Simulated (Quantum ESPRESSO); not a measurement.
Field gradients of BN from a PBE PAW density (pw.x of a modified build of Quantum ESPRESSO, JTH datasets) with the all-electron reconstruction of Petrilli and co-workers. The input of pw.x:

```
&CONTROL
  calculation = 'scf'
  prefix = 'x'
  pseudo_dir = './pseudo'
  outdir = './out'
  tprnfor = .true.
/
&SYSTEM
  ibrav = 0
  nat = 2
  ntyp = 2
  ecutwfc = 50
  ecutrho = 200
  occupations = 'fixed'
  nbnd = 8
/
&ELECTRONS
  conv_thr = 1e-11
/
ATOMIC_SPECIES
B 10.810 B.GGA_PBE-JTH.UPF
N 14.007 N.GGA_PBE-JTH.UPF
CELL_PARAMETERS angstrom
   -0.000000000000     1.849260000000     1.794870000000
    1.794870000000     0.000000000000     1.794870000000
    1.794870000000     1.849260000000    -0.000000000000
ATOMIC_POSITIONS crystal
B      0.000000000000     0.000000000000     0.000000000000
N      0.750000000000     0.750000000000     0.750000000000
K_POINTS automatic
11 11 11 0 0 0
```
The cell was made here from a computed Materials Project entry: strained by +2 % along the cube axis and by -1 % across it, atoms relaxed (PBE without dispersion, pw.x of Quantum ESPRESSO, symmetry kept). The parent is BN in F-43m. Stability against distortions was not tested.

Vzz is the sum of three terms, each taken along its main axis: the smooth valence density, the ions (nucleus and frozen core) with the augmentation charges of all other spheres, and the all-electron minus smooth density in the atom's own sphere. The split hangs on the datasets.  Cores are frozen. Against all-electron runs on small test molecules, this scheme's |Vzz| missed by under 1 % on N.

| site | smooth valence density | ions and other spheres | own sphere | Vzz (a.u.) |
|---|---|---|---|---|
| N (atom 2) | 0.010 | 0.011 | ? | ? |

**Question.** Fill in the missing entries.

**Answer.** 
- N (atom 2), own sphere: 0.030
- N (atom 2), Vzz (a.u.): 0.052
